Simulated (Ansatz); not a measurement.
Y5Co4Ge10 in space group P4/mbm (No. 127; Pearson symbol tP38), PBE (plane waves, PAW; program Ansatz), all energies at zero smearing, with the estimated change up to a 700 eV cutoff added, with one set of potentials and settings (totals compare only within such a set). Cell of 38 atoms (10 Y, 8 Co, 20 Ge): -165421.017 eV.

```
element                                reference phase  E (eV/atom)
-------  ---------------------------------------------  -----------
Y                        P6_3/mmc, 2 atoms in the cell   -3848.6668
Co       P6_3/mmc, 2 atoms in the cell, spin-polarised   -5126.1559
Ge                          Fd-3m, 2 atoms in the cell   -4294.9847
```

Formation energy per atom, worked out: (-165421.017 − 10×(-3848.6668) − 8×(-5126.1559) − 20×(-4294.9847))/38 = -0.669 eV/atom (-65 kJ per mol of atoms), at 0 K, without zero-point energy or fitted corrections.

The workflow started from a Materials Project entry (that database holds measured and hypothetical structures alike); the Crystallography Open Database copy checked does not list it. Its standing as an ambient phase is unchecked. The cell was relaxed with PBE under the symmetry of its start; its stability against distortions is not shown here. No spin polarisation was allowed. The references are the lowest solids computed at this level, not always the standard phases.

Potentials: the later of the program's two PAW sets.
